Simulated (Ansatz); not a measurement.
Data sheet: AlMo4S8 (DFT)

AlMo₄S₈:
```yaml
crystal:
  lattice:
    - [0.00000, 4.79554, 4.79554]
    - [4.79554, 0.00000, 4.79554]
    - [4.79554, 4.79554, 0.00000]
  atoms:
    - { symbol: Al, position: [0.25000, 0.25000, 0.25000] }
    - { symbol: Mo, position: [0.85295, 0.85295, 0.44116] }
    - { symbol: Mo, position: [0.44116, 0.85295, 0.85295] }
    - { symbol: Mo, position: [0.85295, 0.44116, 0.85295] }
    - { symbol: Mo, position: [0.85295, 0.85295, 0.85295] }
    - { symbol: S, position: [0.61473, 0.61473, 0.61473] }
    - { symbol: S, position: [0.15581, 0.61473, 0.61473] }
    - { symbol: S, position: [0.61473, 0.15581, 0.61473] }
    - { symbol: S, position: [0.61473, 0.61473, 0.15581] }
    - { symbol: S, position: [0.11460, 0.65619, 0.11460] }
    - { symbol: S, position: [0.11460, 0.11460, 0.65619] }
    - { symbol: S, position: [0.65619, 0.11460, 0.11460] }
    - { symbol: S, position: [0.11460, 0.11460, 0.11460] }
```

Space group F-43m (No. 216); conventional cell a = b = c = 9.5911 Å, α = β = γ = 90.00°.

Method: plane-wave PAW LDA (Ansatz code). Structure relaxed to zero pressure with the same functional. Other levels are named where they apply.

**Cell and energy**

```yaml
volume_per_atom: 16.97 Å³
density: 5.02 g/cm³
Formation energy from the elements (no fitted shifts): -0.98 eV/atom
```

**Electronic structure**

```yaml
electronic_character: metallic (no gap)
Density of states at the Fermi level: 1.2 states/eV per atom (mean over ±0.08 eV)
```

**Mechanics**

```yaml
Elastic constants (relaxed ions, GPa): C11 = 175, C12 = 81.1, C44 = 49.2
mechanical_stability: stable (all eigenvalues of C positive)
hill_bulk_and_shear_moduli: 113 and 48.4 GPa
Young's modulus: 127 GPa
Poisson's ratio: 0.31
debye_temperature_from_the_elastic_constants: 402 K
```

**Phonons**

```yaml
highest_zone_centre_frequency: 470 cm⁻¹
zone_centre_stability: no imaginary mode at Γ
```

The workflow started from a Materials Project entry (that database holds measured and hypothetical structures alike); the Crystallography Open Database files this formula in space group No. 216, but the cells were not matched. Whether it is the stable phase at ambient conditions was not checked. Symmetry was held in the LDA relaxation. The run is not spin-polarised. With an odd number of electrons in the cell and no spin polarisation, the count alone makes it a metal. As this level gives no gap, shear constants depend on the k-mesh and smearing (Fermi–Dirac, 0.1 eV here). As this level gives no gap, phonon frequencies hold no LO–TO term and depend on the k-mesh and smearing (Fermi–Dirac, 0.1 eV here). The references are the lowest solids computed at this level, not always the standard phases. Spin–orbit coupling is left out wherever it is not named.

Potentials: the later of the program's two PAW sets.
